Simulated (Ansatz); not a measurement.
The start is a relaxed MgB2 cell with one B and one Mg atom exchanged in a cell of 6 atoms. Cell shape, volume and atoms are optimised at zero target pressure with PBEsol (plane waves to 420 eV, PAW, scalar-relativistic; Ansatz, a first-principles code). The first steps use a coarse 9×9×7 k-mesh.

Input geometry:
```
CELL_PARAMETERS angstrom
      6.12646     0.00000     0.00000
     -1.53162     2.65284     0.00000
      0.00000     0.00000     3.49988
ATOMIC_POSITIONS crystal
  B  0.00000 0.00000 0.00000
  Mg 0.50000 0.00000 0.00000
  B  0.33333 0.33333 0.50000
  Mg 0.83333 0.33333 0.50000
  B  0.16667 0.66667 0.50000
  B  0.66667 0.66667 0.50000
```

| Item | Value |
|---|---|
| Largest initial force | about 7.9 eV/Å, on B5 (atoms numbered as listed) |
| Energy released | 1.21 eV/atom |
| Relative to the parent | It does not go back: it is caught in Pmm2 (No. 25), 0.68 eV/atom above the parent |
| Band gap at the end | zero (metallic) |
| Optimiser moves | 24 |

Final structure:

```cif
data_B4Mg2
_chemical_formula_sum 'B4 Mg2'
_space_group_name_H-M_alt 'Pmm2'
_space_group_IT_number 25
_space_group_name_Hall 'P 2 -2'
_cell_length_a 3.00747
_cell_length_b 3.04663
_cell_length_c 6.82062
_cell_angle_alpha 90.000
_cell_angle_beta 90.000
_cell_angle_gamma 90.000
loop_
_space_group_symop_operation_xyz
  'x, y, z'
  '-x, -y, z'
  '-x, y, z'
  'x, -y, z'
loop_
_atom_site_label
_atom_site_type_symbol
_atom_site_symmetry_multiplicity
_atom_site_Wyckoff_symbol
_atom_site_fract_x
_atom_site_fract_y
_atom_site_fract_z
_atom_site_occupancy
B1 B 1 a 0.00000 0.00000 0.85148 1
Mg1 Mg 1 c 0.50000 0.00000 0.54094 1
B2 B 1 b 0.00000 0.50000 0.69400 1
Mg2 Mg 1 d 0.50000 0.50000 0.15760 1
B3 B 1 d 0.50000 0.50000 0.83015 1
B4 B 1 b 0.00000 0.50000 0.42583 1
```

Final values are on a 15×15×7 k-mesh of the relaxed cell. No spin polarisation in the result.

The run could not lose the symmetry of its start.

The runs began from a structure in Materials Project; this end point is another cell, not compared with measured phases.
